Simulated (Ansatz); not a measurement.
Data sheet: OsCl₄ (DFT)

OsCl4:
```
OsCl4
1.0
    4.05795    -4.33680     0.00000
    4.05795     4.33680     0.00000
    0.00000     0.00000     3.59918
Os Cl
1 4
Direct
  0.00000   0.00000   0.00000
  0.27888   0.27888   0.00000
  0.72112   0.72112   0.00000
  0.18023   0.81977   0.50000
  0.81977   0.18023   0.50000
```
The run is spin-polarised; directions of the spins, atom by atom: ↑ 0 0 0 0.

Space group Cmmm (No. 65); conventional cell a = 8.1159 Å, b = 8.6736 Å, c = 3.5992 Å, α = 90.00°, β = 90.00°, γ = 90.00°.

Method: the program Ansatz at the r²SCAN level (PAW). The cell and atoms are relaxed at this level. Other levels are named where they apply.

**Cell and energy**

- Volume per atom = 25.34 Å³
- Density = 4.35 g/cm³
- Formation energy from the elements (no fitted shifts) = -0.54 eV/atom

**Electronic structure**

- Band gap: 0.94 eV (indirect)
- Valence-band maximum: at Y (k = 0.500, 0.500, 0.000 in fractions of the reciprocal vectors)
- Conduction-band minimum: on the T–Y line, 29 % of the way from T (k = -0.500, -0.500, 0.354 in fractions of the reciprocal vectors) (2 equivalent valleys)
- Smallest direct gap on the standard path: 1.06 eV

**Magnetism**

* **Magnetic order**: ferromagnetic
* **Net moment**: 0.40 μB per atom

The workflow started from a Materials Project entry (that database holds measured and hypothetical structures alike); the Crystallography Open Database files this formula in space group No. 65, but the cells were not matched. Its standing as an ambient phase is unchecked. The r²SCAN relaxation kept the symmetry of its start; its stability against distortions is not shown here. The final state is ferromagnetic, chosen from 5 collinear starts compared on coarse meshes (ties went to the first, and starts can fall back to one state), not a proven ground state. Other orbital occupations within this spin state were not tried. No Hubbard U is applied. A crystal of weakly bound chains computed without a dispersion correction: the cell and the soft elastic constants depend strongly on that. The references are the lowest solids computed at this level, not always the standard phases (solids in place of the gases). Scalar-relativistic: spin–orbit coupling is off unless named, which matters more the heavier the elements.

Potentials: the later of the program's two PAW sets.
